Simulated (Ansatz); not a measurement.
Tl:
```
Tl
1.0
   -1.89628     1.89628     1.89628
    1.89628    -1.89628     1.89628
    1.89628     1.89628    -1.89628
Tl
1
Direct
  0.00000   0.00000   0.00000
```

Relaxed with LDA. Special points in fractions of this cell's reciprocal vectors: Γ (0.000, 0.000, 0.000); H (0.500, -0.500, 0.500); N (0.000, 0.000, 0.500); P (0.250, 0.250, 0.250).

List the band energies nearest the Fermi level at these points for LDA in the plane-wave PAW code Ansatz.

In eV from the Fermi level; about four levels below and three above (degenerate sets whole), none deeper than 8.9 eV; … stands for higher levels left out; points with the same levels are listed once.

```
k        below              above
-  -----------  -----------------
Γ            –  11.20 11.20 11.20
H        -1.45     1.32 1.32 1.32
N  -5.10 -3.00        5.91 7.24 …
P        -4.29     0.68 0.68 0.68
```

Space group Im-3m (bcc (W type)). This is a known high-temperature phase of the composition, computed here at zero pressure and temperature. The cell was relaxed with LDA under the symmetry of its start; its stability against distortions is not shown here. Spin–orbit coupling is left out wherever it is not named.

Potentials: the later of the program's two PAW sets.
